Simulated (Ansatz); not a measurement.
SrSi2 (space group P4_132)

```
SrSi2
1.0
    6.43296     0.00000     0.00000
    0.00000     6.43296     0.00000
    0.00000     0.00000     6.43296
Sr Si
4 8
Cartesian
  5.62884   0.80412   4.02060
  0.80412   4.02060   5.62884
  4.02060   5.62884   0.80412
  2.41236   2.41236   2.41236
  4.33246   4.33246   4.33246
  3.70874   2.72422   5.94070
  5.31698   2.10050   1.11598
  5.94070   3.70874   2.72422
  1.11598   5.31698   2.10050
  0.49226   0.49226   0.49226
  2.10050   1.11598   5.31698
  2.72422   5.94070   3.70874
```

The slice is a {100} plane (indices of the conventional cell) through the point (0.375, 0.375, 0.375) (fractional), spanned by u = [100] and v = [010] in vectors of this cell: u (6.43 Å) and v (6.43 Å, at 90° to u). It covers one period; positions are fractions (u, v).

These are LDA (plane waves to 420 eV, PAW, scalar-relativistic; Ansatz, an electronic-structure program) values and carry that method's errors. k mesh 6×6×6. These are valence fields of a PAW run, semicore shells included where kept as valence: close to a nucleus they are smooth pseudo fields. At this level the bands of SrSi2 touch or barely overlap. SrSi2 was relaxed with its symmetry unable to fall.

### Question
Predict the map of the electrostatic potential energy of an electron, from the cell's mean on the slice.

### Answer
```
|xxxxxx003377888877666677889988772200xxxx|
|xxxxxx005588998877666677889988774400xxxx|
|xx00004477999999776666778888888866330000|
|2233557788999999887766777788998888664422|
|6677889999999999887766777788999999887777|
|8888999999999988777777778888999999998888|
|8888889999998888777777778888887766778888|
|7777777788887777778888888877440000004466|
|5566666677777777888888998844xxxxxxxxxx33|
|5566666666667777888899997700xxxxxxxxxx00|
|5577777777777777889999886600xxxxxxxxxx00|
|7788888877778888888877665500xxxxxxxxxx11|
|8899998888888888774400000000xxxxxxxxxx55|
|888888889999998844xxxxxxxxxx110000114477|
|667777888899997700xxxxxxxxxx005566666666|
|222244668899996600xxxxxxxxxx006677664433|
|xx0000336688997700xxxxxxxxxx116666330000|
|xxxxxx004477888844xxxxxxxxxx44664400xxxx|
|xxxxxx002277888866330000115577663300xxxx|
|xxxxxxxx22668888775555557788886622xxxxxx|
```
Scale: ten equal steps from 1.00 (start of '0') to 9.83 (end of '9'), in the order '0123456789'. Values: electrostatic potential energy of an electron, from the cell's mean, in eV. The map has 20 points along u (two characters each, u = 0 at the left) and 20 along v (v = 0 in the bottom row). Points within 1 Å of a nucleus are blanked (x), as the pseudised field means little there. Values under 1 eV are set to 1. The zero, the cell's mean, hangs on the PAW cores.
